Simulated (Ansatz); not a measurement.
BaTe:
```
CELL_PARAMETERS angstrom
      0.00000     3.53225     3.53225
      3.53225     0.00000     3.53225
      3.53225     3.53225     0.00000
ATOMIC_POSITIONS crystal
  Ba 0.00000 0.00000 0.00000
  Te 0.50000 0.50000 0.50000
```

Relaxed with PBE.

**Question.** Map the valence electron density (e/Å³), cut off at 1 on the plane through (0.000, 0.000, 0.000) spanned by u = [1, 0, 0] and v = [0, 1, -1] in lattice vectors, from the program Ansatz at the PBE level (PAW).

**Answer.** x is the fraction of u, y of v (the angle between them is 90°; rows are the nearest grid lines); atoms in the plane: Ba at (0.00, 0.00), Te at (0.50, 0.50).
```
y \ x   0.000  0.0800  0.200  0.280  0.360  0.440  0.560  0.640  0.720  0.800  0.920   1.00
------  -----  ------  -----  -----  -----  -----  -----  -----  -----  -----  -----  -----
1.00    0.187   0.915  0.772  0.152  0.041  0.029  0.029  0.041  0.152  0.772  0.915  0.187
0.920   0.915    1.00  0.595  0.131  0.050  0.043  0.043  0.050  0.131  0.595   1.00  0.915
0.840    1.00    1.00  0.280  0.107  0.088  0.100  0.100  0.088  0.107  0.280   1.00   1.00
0.760   0.358   0.280  0.130  0.134  0.194  0.265  0.265  0.194  0.134  0.130  0.280  0.358
0.680   0.071   0.071  0.116  0.227  0.439  0.684  0.684  0.439  0.227  0.116  0.071  0.071
0.600   0.032   0.044  0.147  0.366  0.912   1.00   1.00  0.912  0.366  0.147  0.044  0.032
0.520   0.029   0.043  0.171  0.468   1.00   1.00   1.00   1.00  0.468  0.171  0.043  0.029
0.480   0.029   0.043  0.171  0.468   1.00   1.00   1.00   1.00  0.468  0.171  0.043  0.029
0.400   0.032   0.044  0.147  0.366  0.912   1.00   1.00  0.912  0.366  0.147  0.044  0.032
0.320   0.071   0.071  0.116  0.227  0.439  0.684  0.684  0.439  0.227  0.116  0.071  0.071
0.240   0.358   0.280  0.130  0.134  0.194  0.265  0.265  0.194  0.134  0.130  0.280  0.358
0.160    1.00    1.00  0.280  0.107  0.088  0.100  0.100  0.088  0.107  0.280   1.00   1.00
0.0800  0.915    1.00  0.595  0.131  0.050  0.043  0.043  0.050  0.131  0.595   1.00  0.915
0.000   0.187   0.915  0.772  0.152  0.041  0.029  0.029  0.041  0.152  0.772  0.915  0.187
```

The density is the valence pseudo-density with augmentation charge, so density and ELF within about 1 Å of a nucleus are not all-electron values.

Space group Fm-3m (rock salt). The cell was relaxed with PBE under the symmetry of its start; of distortions, only those at the zone centre were tested. Scalar-relativistic: spin–orbit coupling is off unless named, which matters more the heavier the elements.

Potentials: the later of the program's two PAW sets.
